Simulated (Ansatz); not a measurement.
SnSe in space group Pnma (No. 62; Se on 4c, Sn on 4c) at seven volumes, LDA (plane waves, PAW; program Ansatz), shape and atoms relaxed at each. One row is withheld.

```csv
V (Å³/atom),P (GPa)
22.894,?
23.649,3.05
24.403,1.37
25.158,0.00
25.913,-1.09
26.667,-1.93
27.422,-2.55
```

Question: Fit the shown pressures and predict the withheld one.

Answer: P = (3/2)B₀(x^(7/2) − x^(5/2))[1 + (3/4)(B′ − 4)(x − 1)] with x = (V₀/V)^(2/3). Least squares on the six rows gives V₀ = 25.154 Å³/atom, B₀ = 40.2 GPa, B′ = 6.90. At V = 22.894, x = 1.0648 and P = 5.21 GPa. The run itself gave 5.05 GPa.

The LDA relaxation kept the symmetry of its start; of distortions, only those at the zone centre were tested. A crystal of weakly bound layers computed without a dispersion correction: the cell and the soft elastic constants depend strongly on that. Spin–orbit coupling is left out wherever it is not named.

Potentials: the later of the program's two PAW sets.
